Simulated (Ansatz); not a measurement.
# Every step of a relaxation of Pb (omega type)

DFT, LDA, PAW with Ansatz's default frozen-core files, scalar-relativistic (Ansatz 0.2.0); a Γ-centred 8×8×10 k mesh, Fermi–Dirac smearing of 0.1 eV, no spin polarisation. The run relaxes cell and atoms at a target pressure of 41 GPa.

Command: `ansatz run input.yaml --threads 1 --pin off --max-ram 3584MiB --backend cpu --events-out ev --progress --plain --runs-dir out` It took 34 s on 1 thread of Arm Neoverse V1 (shared host), peak memory 0.36 GiB.

PAW: frozen-core files, cutoff 420 eV; forces are relaxed below 0.005 eV/Å.

Each step lists its enthalpy F + pV a cell above the last geometry, the pressure, the cell vectors (Å), and Cartesian positions (Å) with forces (eV/Å).

The first step:

```
step 1  dH = 71.77 meV  P = 41.4 GPa
  cell 4.8721 0.0000 0.0000  -2.4361 4.2194 0.0000  0.0000 0.0000 3.0207
  Pb 0.0000 0.0000 0.0000   0.0000 0.0000 0.0000
  Pb 0.0000 2.8129 1.5104   0.0000 0.0000 0.0000
  Pb 2.4361 1.4065 1.5104   0.0000 0.0000 0.0000
```

Spin–orbit coupling is left out, which matters for the heavy atoms. The PAW files were made under PBE.

The symmetry of the start is kept and no stability test is made, so the end need not be the stable phase.

**Question.** Where does the relaxation end, and by which steps?

**Answer.** After 5 geometries, with conventional a, b, c = 4.958, 4.958, 2.918 Å, at 20.705 Å³/atom (+0.03 % against the start) in space group P6/mmm, with a shortest distance of 2.863 Å. The further steps:
```
step 2  dH = 13.71 meV  P = 41.6 GPa
  cell 4.9903 0.0000 0.0000  -2.4952 4.3217 0.0000  0.0000 0.0000 2.8736
  Pb 0.0000 0.0000 0.0000   0.0000 0.0000 0.0000
  Pb 0.0000 2.8812 1.4368   0.0000 0.0000 0.0000
  Pb 2.4952 1.4406 1.4368   0.0000 0.0000 0.0000
step 3  dH = 1.75 meV  P = 39.8 GPa
  cell 4.9622 0.0000 0.0000  -2.4811 4.2974 0.0000  0.0000 0.0000 2.9295
  Pb 0.0000 0.0000 0.0000   0.0000 0.0000 0.0000
  Pb 0.0000 2.8649 1.4647   0.0000 0.0000 0.0000
  Pb 2.4811 1.4325 1.4647   0.0000 0.0000 0.0000
step 4  dH = 0.30 meV  P = 41.6 GPa
  cell 4.9527 0.0000 0.0000  -2.4764 4.2892 0.0000  0.0000 0.0000 2.9159
  Pb 0.0000 0.0000 0.0000   0.0000 0.0000 0.0000
  Pb 0.0000 2.8595 1.4580   0.0000 0.0000 0.0000
  Pb 2.4764 1.4297 1.4580   0.0000 0.0000 0.0000
step 5  dH = 0.00 meV  P = 41.0 GPa
  cell 4.9581 0.0000 0.0000  -2.4790 4.2938 0.0000  0.0000 0.0000 2.9177
  Pb 0.0000 0.0000 0.0000   0.0000 0.0000 0.0000
  Pb 0.0000 2.8625 1.4588   0.0000 0.0000 0.0000
  Pb 2.4790 1.4313 1.4588   0.0000 0.0000 0.0000
step 6  dH = -0.05 meV  P = 41.0 GPa  (same geometry on a basis chosen anew; earlier energies don't compare to the last digit)
  cell 4.9581 0.0000 0.0000  -2.4790 4.2938 0.0000  0.0000 0.0000 2.9177
  Pb 0.0000 0.0000 0.0000   0.0000 0.0000 0.0000
  Pb 0.0000 2.8625 1.4588   0.0000 0.0000 0.0000
  Pb 2.4790 1.4313 1.4588   0.0000 0.0000 0.0000
```
